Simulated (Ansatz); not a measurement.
TePb (rock salt, space group No. 225), a = 6.443 Å, b = 6.443 Å, c = 6.443 Å, α = 90.00°, β = 90.00°, γ = 90.00°; the cell used has 2 atoms.

Relaxed with PBEsol. Independent-particle spectrum: no excitons, no local fields, no scissors shift; 0.1 eV broadening; ε₁ of the summed bands alone.

Tabulate the dielectric function from PBEsol (plane waves, PAW; program Ansatz).



| E (eV) | ε₁ xx | ε₂ xx |
|---|---|---|
| 0.0 | 31.08 | 0.00 |
| 0.5 | 33.52 | 0.00 |
| 1.0 | 44.77 | 2.79 |
| 1.5 | 69.96 | 33.23 |
| 2.0 | -17.81 | 87.79 |
| 2.5 | -27.51 | 27.57 |
| 3.0 | -17.87 | 11.47 |
| 3.5 | -11.44 | 5.77 |
| 4.0 | -7.25 | 3.30 |
| 4.5 | -4.39 | 2.23 |
| 5.0 | -1.77 | 1.78 |
| 5.5 | -0.29 | 3.29 |
| 6.0 | 0.36 | 5.65 |
| 6.5 | -0.44 | 5.57 |
| 7.0 | -2.40 | 4.91 |
| 7.5 | -2.94 | 3.02 |
| 8.0 | -2.26 | 2.05 |
| 8.5 | -1.61 | 1.75 |
| 9.0 | -1.25 | 1.61 |
| 9.5 | -0.96 | 1.77 |
| 10.0 | -1.37 | 1.49 |
| 10.5 | -1.16 | 1.13 |
| 11.0 | -0.97 | 0.93 |
| 11.5 | -0.77 | 0.75 |
| 12.0 | -0.59 | 0.70 |

From ε at 0.9 eV (xx: 41.46 + 1.47i), find n, k, the normal reflectivity and the absorption coefficient.

n = 6.44, k = 0.114, R = 53 %, α = 2kE/ħc = 10000 cm⁻¹.

With all bands, ε∞ without local fields is 31.2. DFPT, with local fields, gives 30.2.

Space group Fm-3m (rock salt). The PBEsol relaxation kept the symmetry of its start. Spin–orbit coupling is left out wherever it is not named.

Potentials: the earlier of the program's two PAW sets. The files were generated under PBE; for other functionals the program regenerates the frozen cores, and for LDA and PBEsol the local potential too.
